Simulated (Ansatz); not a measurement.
A geometry of TiFe away from equilibrium: the start of the relaxation of a relaxed TiFe cell shaken by Gaussian noise of σ = 0.08 Å a coordinate. Level of theory: PBEsol (plane waves to 420 eV, PAW, scalar-relativistic; Ansatz, a quantum-chemistry and plane-wave program). Γ-centred k-mesh 7×7×7 on the run's cell (coarser than for final values), Fermi–Dirac smearing 0.05 eV.

```xyz
8
Lattice="4.7898 0.0000 0.0000 0.0000 4.7898 0.0000 0.0000 0.0000 4.7828" Properties=species:S:1:pos:R:3:forces:R:3 pbc="T T T" free_energy=-27688.514 pressure_GPa=1.1
Fe     3.8165     0.8708     2.3279    0.1597    0.1991    0.9526
Fe     1.3317     1.4602     0.0261    1.1012   -0.2510   -0.1967
Fe     3.1986     3.3244     0.0818    0.7547   -0.4885   -0.1888
Fe     1.0771     3.9399     2.4982    0.1577    0.4179   -1.2897
Ti     3.4756     3.3950     2.4133    0.8850   -0.5986    0.5430
Ti     1.0471     3.7938    -0.0810   -1.2388   -0.0444    1.2424
Ti     3.8898     0.9596     0.0958   -1.3566    0.4361   -1.2045
Ti     1.4110     1.4805     2.3931   -0.4629    0.3294    0.1418
```

Positions in Å, forces in eV/Å, free energy of the cell in eV (comparable only within this code, potentials and settings). Largest force: 1.87 eV/Å, on Ti7 (atoms numbered as listed); the geometry lies 0.49 eV/atom above the end of its relaxation.

Spin-polarised start, with parallel moments on Fe.

No spin polarisation in the result: the starting moments vanished. A magnetic state may lie lower.

The end of the path is a generated cell of TiFe: the first start was made by placing the elements on the sites of a structure type, and the end was not matched to a known phase here, so it may be hypothetical. Known forms of TiFe include space group No. 221.
